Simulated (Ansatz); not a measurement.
A geometry of MgF2 away from equilibrium: the start of the relaxation of a generated trial cell of MgF2 in the AFLOW prototype A2B_tP6_129_ac_c (C38, as in Cu2Sb). Calculation: PBE (plane waves to 420 eV, PAW, scalar-relativistic; Ansatz, a first-principles code). Γ-centred k-mesh 7×7×5 on the run's cell (coarser than for final values), Fermi–Dirac smearing 0.05 eV.

```xyz
6
Lattice="3.5454 0.0000 0.0000 0.0000 3.5454 0.0000 0.0000 0.0000 5.4097" Properties=species:S:1:pos:R:3:forces:R:3 pbc="T T T" free_energy=-7083.546 pressure_GPa=-4.9
F      0.0000     0.0000     0.0000    0.0000    0.0000    0.0000
F      1.7727     1.7727     0.0000    0.0000    0.0000    0.0000
F      1.7727     0.0000     1.4606    0.0000    0.0000    5.5015
F      0.0000     1.7727     3.9491    0.0000    0.0000   -5.5015
Mg     1.7727     0.0000     3.7868    0.0000    0.0000    4.2445
Mg     0.0000     1.7727     1.6229    0.0000    0.0000   -4.2445
```

Positions in Å, forces in eV/Å, free energy of the cell in eV (comparable only within this code, potentials and settings). Largest force: 5.50 eV/Å, on F3, F4 (atoms numbered as listed); the geometry lies 1.02 eV/atom above the end of its relaxation.

No spin polarisation in the result.

The run could not lose the symmetry of its start: the end is stationary, and may be a saddle point rather than a minimum.

The end of the path is a generated cell of MgF2: the first start was made by placing the elements on the sites of a structure type, and the end was not matched to a known phase here, so it may be hypothetical. Known forms of MgF2 include space group No. 136.
